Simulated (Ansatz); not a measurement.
MgTi8O16: field gradients at two levels of theory

Cell: a computed structure from the Materials Project (it need not be an observed phase), atoms as given.

Space group P-1 (No. 2); a = 5.3327, b = 5.6034, c = 9.2990 Å, α = 88.16°, β = 87.99°, γ = 89.99°.

```csv
site,Wyckoff,site symmetry,x,y,z
Mg,1h,-1,0.5000,0.5000,0.5000
Ti2,2i,1,0.9149,0.6220,0.6465
Ti3,2i,1,0.3831,0.3915,0.8779
Ti4,2i,1,0.6223,0.0737,0.3583
Ti5,2i,1,0.1344,0.8797,0.1199
O10,2i,1,0.5433,0.5909,0.7183
O11,2i,1,0.0513,0.3961,0.7727
O12,2i,1,0.9532,0.1022,0.2676
O13,2i,1,0.4445,0.9002,0.2293
O18,2i,1,0.1858,0.1447,0.9884
O19,2i,1,0.6667,0.8331,0.5024
O20,2i,1,0.3117,0.6493,0.0056
O21,2i,1,0.8245,0.3422,0.4918
```

One atom of each set is listed.

First run. Method: Kohn–Sham DFT in Ansatz, PBE, plane waves and PAW, scalar-relativistic, 420 eV cutoff, Γ-centred 6×6×4 k-points, Fermi–Dirac smearing 0.05 eV.

```json
{"site": "Mg", "V_zz (10²¹ V/m²)": "-2.19", "η": "0.90"}
{"site": "Ti2", "V_zz (10²¹ V/m²)": "-2.98", "η": "0.84"}
{"site": "Ti3", "V_zz (10²¹ V/m²)": "0.93", "η": "0.79"}
{"site": "Ti4", "V_zz (10²¹ V/m²)": "2.28", "η": "0.71"}
{"site": "Ti5", "V_zz (10²¹ V/m²)": "-0.95", "η": "0.72"}
{"site": "O10", "V_zz (10²¹ V/m²)": "-2.19", "η": "0.16"}
{"site": "O11", "V_zz (10²¹ V/m²)": "-2.11", "η": "0.63"}
{"site": "O12", "V_zz (10²¹ V/m²)": "2.54", "η": "0.72"}
{"site": "O13", "V_zz (10²¹ V/m²)": "-2.30", "η": "0.54"}
{"site": "O18", "V_zz (10²¹ V/m²)": "1.93", "η": "0.98"}
{"site": "O19", "V_zz (10²¹ V/m²)": "2.27", "η": "0.76"}
{"site": "O20", "V_zz (10²¹ V/m²)": "-1.87", "η": "0.43"}
{"site": "O21", "V_zz (10²¹ V/m²)": "3.35", "η": "0.86"}
```

Second run. The same atoms and settings, except that the functional is r2SCAN and the cutoff is 500 eV.

Task: What does the second run give?

Result: 

```csv
site,V_zz,η,change of V_zz
Mg,-2.32,0.80,-0.13
Ti2,-2.93,0.84,+0.05
Ti3,0.81,0.69,-0.12
Ti4,2.27,0.73,-0.01
Ti5,-0.95,0.77,0.00
O10,-2.23,0.22,-0.04
O11,-2.23,0.62,-0.12
O12,2.53,0.86,-0.01
O13,-2.45,0.51,-0.15
O18,-2.08,0.96,–
O19,2.27,0.80,0.00
O20,-1.99,0.39,-0.12
O21,3.29,0.92,-0.06
```

The largest change of V_zz along a kept axis is on O13, from -2.30 to -2.45. In per cent, |V_zz| changes by +6 on Mg, -2 to 0 on Ti, -2 to +7 on O (all sites that start above 2). On O18 the largest principal value lies along another axis in the second run, so the two V_zz can't be compared directly.

The run finds no gap above 0.1 eV (a metal, or nearly one), so the gradients can move by 10 % or more with the k-mesh. Semilocal functionals can leave a metal where correlation in the d or f shell opens a gap in the real compound, and that would change the values at and beside Ti.
For the second run: At this cell the r2SCAN pressure is -6 GPa, so with r2SCAN the cell would shrink if it were relaxed. The entry's cell may itself be off.
